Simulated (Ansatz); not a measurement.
A geometry of Al away from equilibrium: step 3 of the relaxation of a relaxed Al cell, doubled along one cell vector, shaken by Gaussian noise of σ = 0.08 Å a coordinate. Method: r2SCAN (plane waves to 500 eV, PAW, scalar-relativistic; Ansatz, a program for electronic structure). Γ-centred k-mesh 8×8×6 on the run's cell (coarser than for final values), Fermi–Dirac smearing 0.05 eV.

```
CELL_PARAMETERS angstrom
      4.47626     0.01682     0.01617
     -2.22356     3.94773    -0.03588
      0.01962    -0.03894     5.59167
ATOMIC_POSITIONS crystal
  Al 0.00352 0.99754 0.00696
  Al 0.00216 0.99930 0.50756
  Al 0.33610 0.66654 0.21286
  Al 0.33814 0.66656 0.71211
  Al 0.66983 0.32829 0.29942
  Al 0.66892 0.32942 0.79881
```

Question: Predict the force on each atom, in eV/Å.

Answer: 
```json
[
 {"atom": "Al1", "Fx": "-0.01", "Fy": "0.00", "Fz": "0.00"},
 {"atom": "Al2", "Fx": "0.04", "Fy": "-0.02", "Fz": "-0.02"},
 {"atom": "Al3", "Fx": "0.04", "Fy": "-0.04", "Fz": "-0.14"},
 {"atom": "Al4", "Fx": "-0.05", "Fy": "-0.01", "Fz": "-0.10"},
 {"atom": "Al5", "Fx": "-0.06", "Fy": "0.05", "Fz": "0.11"},
 {"atom": "Al6", "Fx": "0.03", "Fy": "0.02", "Fz": "0.15"}
]
```

Question: What is the pressure?

Answer: -0.8 GPa, compression positive.

Question: How far above the relaxed end point is this geometry?

Answer: 0.13 eV/atom; the path ends in Fm-3m (No. 225) (fcc (Cu type)).

No spin polarisation in the result.

Of the parent cell (P6/mmm (No. 191)): it is a generated cell of Al: the first start was made by placing the elements on the sites of a structure type, and the end was not matched to a known phase here, so it may be hypothetical. Known forms of Al include space group No. 225.
